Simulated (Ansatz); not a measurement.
SiO₂:
```
SiO2
1.0
   -4.46933     4.46933     2.61576
    4.46933    -4.46933     2.61576
    4.46933     4.46933    -2.61576
Si O
4 8
Direct
  0.17696   0.17696   0.35393
  0.82304   0.82304   0.64607
  0.17696   0.82304   0.00000
  0.82304   0.17696   0.00000
  0.50000   0.50000   0.50000
  0.50000   0.00000   0.00000
  0.00000   0.00000   0.50000
  0.00000   0.50000   0.00000
  0.00000   0.20884   0.20884
  0.00000   0.79116   0.79116
  0.20884   0.00000   0.20884
  0.79116   0.00000   0.79116
```

Cartesian axes are those of the cell as given.

Give the high-frequency dielectric tensor and the Born effective charge tensors of the independent atoms from DFPT, the program Ansatz at the r²SCAN level (PAW).


ε∞:
```
1.97  0.00  0.00
0.00  1.97  0.00
0.00  0.00  1.97
```
Z* of atom 1 (Si), rows: field, columns: displacement, in e:
```
3.41  0.30  0.00
0.30  3.41  0.00
0.00  0.00  3.45
```
Z* of atom 5 (O), rows: field, columns: displacement, in e:
```
-1.38  -0.45  -0.74
-0.45  -1.38  -0.74
-0.71  -0.71  -2.44
```
Z* of atom 9 (O), rows: field, columns: displacement, in e:
```
-1.08   0.00   0.00
 0.00  -2.98   0.00
 0.00   0.00  -1.00
```

Static charges for comparison (Bader): Si1 +3.38, O5 -1.69, O9 -1.69 e. Born charges measure polarisation by displacement and can exceed these by far.

Space group I4/mmm. The workflow started from a Materials Project entry (that database holds measured and hypothetical structures alike); the Crystallography Open Database copy checked does not list it. It is not the phase usual at ambient conditions (space group No. 92, 152, 154). Symmetry was held in the r²SCAN relaxation. At this level the phase is dynamically unstable (imaginary phonons).

Potentials: the later of the program's two PAW sets.
